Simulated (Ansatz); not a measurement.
## Data sheet: SiMo (DFT)

SiMo:
```yaml
crystal:
  lattice:
    - [3.13753, 0.00000, 0.00000]
    - [-1.56877, 2.71718, 0.00000]
    - [0.00000, 0.00000, 7.00452]
  atoms:
    - { symbol: Mo, position: [0.00000, 0.00000, 0.00000] }
    - { symbol: Mo, position: [0.00000, 0.00000, 0.50000] }
    - { symbol: Si, position: [0.33333, 0.66667, 0.25000] }
    - { symbol: Si, position: [0.66667, 0.33333, 0.75000] }
```

Space group P6_3/mmc (No. 194), NiAs type; conventional cell a = 3.1375 Å, b = 3.1375 Å, c = 7.0045 Å, α = 90.00°, β = 90.00°, γ = 120.00°.

Method: PBE in the plane-wave PAW code Ansatz. Geometry: relaxed at this level of theory. Other levels are named where they apply.

**Cell and energy**

- Volume per atom = 14.93 Å³
- Density = 6.90 g/cm³
- Formation energy from the elements (no fitted shifts) = -0.31 eV/atom

**Electronic structure**

- Electronic character = metallic (no gap)
- Density of states at the Fermi level = 0.53 states/eV per atom (mean over ±0.08 eV)

**Mechanics**

* **Bulk modulus (Birch–Murnaghan fit)**: 191 GPa
* **Pressure derivative B′**: 4.4

A made-up cell: these elements were put on the sites of a structure type; neither database checked (COD, Materials Project) lists it. Its standing as an ambient phase is unchecked. The PBE relaxation kept the symmetry of its start; its stability against distortions is not shown here. No spin polarisation was allowed. The references are the lowest solids computed at this level, not always the standard phases. Scalar-relativistic: spin–orbit coupling is off unless named, which matters more the heavier the elements.

Potentials: the later of the program's two PAW sets.
